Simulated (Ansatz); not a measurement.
The relaxed structure here is a generated cell of RbHgI3: the first start was made by placing the elements on the sites of a structure type, and the end was not matched to a known phase here, so it may be hypothetical.

The start is a generated trial cell of RbHgI3 in the GdFeO3 structure type. A full variable-cell relaxation at zero pressure is run with PBEsol (plane waves to 420 eV, PAW, scalar-relativistic; Ansatz, a first-principles code). The first steps use a coarse 3×2×3 k-mesh.

The start:
```
CELL_PARAMETERS angstrom
      8.24825     0.00000     0.00000
      0.00000    11.63827     0.00000
      0.00000     0.00000     8.22072
ATOMIC_POSITIONS crystal
  Rb 0.48770 0.25000 0.99160
  Rb 0.98770 0.25000 0.50840
  Rb 0.51230 0.75000 0.00840
  Rb 0.01230 0.75000 0.49160
  Hg 0.00000 0.00000 0.00000
  Hg 0.50000 0.50000 0.50000
  Hg 0.00000 0.50000 0.00000
  Hg 0.50000 0.00000 0.50000
  I  0.03130 0.25000 0.05860
  I  0.53130 0.25000 0.44140
  I  0.96870 0.75000 0.94140
  I  0.46870 0.75000 0.55860
  I  0.28800 0.53700 0.21300
  I  0.78800 0.96300 0.28700
  I  0.71200 0.03700 0.78700
  I  0.21200 0.46300 0.71300
  I  0.71200 0.46300 0.78700
  I  0.21200 0.03700 0.71300
  I  0.28800 0.96300 0.21300
  I  0.78800 0.53700 0.28700
```

- Largest initial force: 0.24 eV/Å, on Rb1, Rb2, Rb3, Rb4 (atoms numbered as listed)
- Energy released: 0.03 eV/atom
- Shortest distances (start → end): The closest pairs of elements (up to four, under 3.6 Å), start → end: Hg–I 2.96 → 2.74 Å; I–Rb 3.52 → 3.68 Å
- Band gap at the end: 0.92 eV, direct at Γ (no spin-orbit coupling)
- Optimiser moves: 15

Final values are on a 3×3×4 k-mesh of the relaxed cell. No spin polarisation in the result. Without spin-orbit coupling the bands of the heavy element are not split, so the gap can be far off.

The run could not lose the symmetry of its start: the end is stationary, and may be a saddle point rather than a minimum.
